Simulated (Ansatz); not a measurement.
Ge₃N₄:
```
Ge3N4
1.0
    7.99104     0.00000     0.00000
   -3.99552     6.92044     0.00000
    0.00000     0.00000     3.05963
Ge N
6 8
Cartesian
  5.69020   1.64261   2.29472
 -1.69468   5.27783   0.76491
  1.42256   5.74916   0.76491
  2.57296   1.17128   2.29472
  3.72339   4.10655   2.29472
  0.27212   2.81389   0.76491
  3.99552   2.30681   2.29472
  0.00000   4.61363   0.76491
  1.45711   6.74349   2.29472
  2.53841   0.17695   0.76491
  2.87956   4.63363   0.76491
  1.11596   2.28681   2.29472
 -2.57307   4.81059   2.29472
  6.56858   2.10985   0.76491
```

Relaxed with LDA. Special points in fractions of this cell's reciprocal vectors: Γ (0.000, 0.000, 0.000); M (0.500, 0.000, 0.000); K (0.333, 0.333, 0.000); A (0.000, 0.000, 0.500); L (0.500, 0.000, 0.500); H (0.333, 0.333, 0.500).

Question: List the band energies nearest the valence-band maximum at these points for DFT-LDA in the program Ansatz with PAW potentials.

Answer: In eV from the valence-band maximum; about four levels below and three above (degenerate sets whole), none deeper than 8.9 eV; points with the same levels are listed once.

| k | below | above |
|---|---|---|
| Γ | -0.88 -0.88 -0.44 -0.25 0.00 | 2.37 3.56 3.56 |
| M | -1.11 -0.52 -0.12 -0.06 | 3.32 3.61 3.88 |
| K | -0.85 -0.85 -0.09 -0.09 | 3.64 3.85 3.85 |
| A | -1.26 -1.26 -1.26 -1.26 | 4.30 4.30 4.30 4.30 |
| L | -1.19 -1.19 -0.93 -0.93 | 3.92 3.92 5.03 5.03 |
| H | -1.08 -1.08 -1.02 -1.02 | 4.05 4.05 5.05 5.05 |

Space group P6_3/m. The LDA relaxation kept the symmetry of its start; of distortions, only those at the zone centre were tested. Spin–orbit coupling is left out wherever it is not named.

Potentials: the later of the program's two PAW sets.
